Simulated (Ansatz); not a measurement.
Values for one crystal, relaxed and computed with PBE in the plane-wave PAW code Ansatz; other levels are named.

| Property | Result |
|---|---|
| Volume per atom | 10.30 Å³ |
| Electronic character | metallic (no gap) |
| Gap with spin–orbit coupling | none (metallic) |
| Bulk modulus (Birch–Murnaghan fit) | 352 GPa |
| Pressure derivative B′ | 4.5 |
| Density of states at the Fermi level | 0.59 states/eV per atom (mean over ±0.08 eV) |
| Formation energy from the elements (no fitted shifts) | 1378 meV/atom |

Question: Which of these materials gives this?
A) OsC, rock salt
B) GaSb, rock salt
C) GdN, rock salt
D) BiB, rock salt

Answer: A, OsC, rock salt

Space group Fm-3m (rock salt). The start of the workflow was typed in or built on a structure type; neither database checked (COD, Materials Project) lists it. Its standing as an ambient phase is unchecked. The PBE relaxation kept the symmetry of its start; its stability against distortions is not shown here. The run is not spin-polarised. Its formation energy is positive at this level, so the cell may be metastable or incomplete. The references are the lowest solids computed at this level, not always the standard phases. Spin–orbit coupling is left out wherever it is not named.

Potentials: the later of the program's two PAW sets.
